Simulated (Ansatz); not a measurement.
FeGe2:
```xyz
9
Lattice="4.7137 0.0000 0.0000 -2.3569 4.0822 0.0000 0.0000 0.0000 6.8701" Properties=species:S:1:pos:R:3 pbc="T T T"
Fe     2.3569     0.0000     0.0000
Fe     1.1784     2.0411     2.2900
Fe    -1.1784     2.0411     4.5801
Ge     0.0000     1.3766     0.0000
Ge     3.5216     0.6883     2.2900
Ge     1.1647     3.3939     4.5801
Ge     2.3569     2.7056     0.0000
Ge    -1.1647     3.3939     2.2900
Ge     1.1921     0.6883     4.5801
```
Starting moments (μB, in the order of the atoms Fe Fe Fe Ge Ge Ge Ge Ge Ge): 2.1 2.1 2.1 0.0 0.0 0.0 0.0 0.0 0.0.

Relaxed with PBE. Special points in fractions of this cell's reciprocal vectors: Γ (0.000, 0.000, 0.000); M (0.500, 0.000, 0.000); K (0.333, 0.333, 0.000); A (0.000, 0.000, 0.500); L (0.500, 0.000, 0.500); H (0.333, 0.333, 0.500).

**Question.** List the band energies nearest the Fermi level at these points for PBE (plane waves, PAW; program Ansatz).

**Answer.** In eV from the Fermi level; about four levels below and three above (degenerate sets whole), none deeper than 8.9 eV; points with the same levels are listed once.

```tsv
k	below	above
Γ ↑	-0.51 -0.51 -0.48 -0.18	0.05 0.05 0.16
M ↑	-1.56 -1.30 -0.64 -0.36	1.15 2.06 2.62
K ↑	-2.11 -1.84 -1.57 -1.57	0.18 0.18 0.85
A ↑	-0.96 -0.96 -0.56 -0.37 -0.37	0.09 0.09 0.72
L ↑	-1.36 -1.26 -0.84 -0.77	0.38 0.51 1.81
H ↑	-1.00 -1.00 -0.80 -0.70 -0.70	0.95 1.13 1.13
Γ ↓	-1.89 -1.59 -1.59 -0.43	0.76 0.95 0.95 0.96
M ↓	-0.85 -0.55 -0.40 -0.28	0.31 0.34 0.47
K ↓	-1.19 -0.39 -0.39 -0.32	0.35 0.51 0.51
A ↓	-1.64 -1.64 -1.25 -0.43 -0.43	0.41 0.68 0.92 0.92
L ↓	-1.29 -0.82 -0.45 -0.21	0.29 0.37 0.51
H ↓	-0.65 -0.65 -0.60 -0.60 -0.34	0.35 0.52 0.52
```

Space group P6_222. A made-up cell: these elements were put on the sites of a structure type; neither database checked (COD, Materials Project) lists it. Its standing as an ambient phase is unchecked. Symmetry was held in the PBE relaxation; its stability against distortions is not shown here. The final state is ferromagnetic, chosen from 4 collinear starts compared on coarse meshes (ties went to the first, and starts can fall back to one state), not a proven ground state. Scalar-relativistic: spin–orbit coupling is off unless named, which matters more the heavier the elements.

Potentials: the later of the program's two PAW sets.
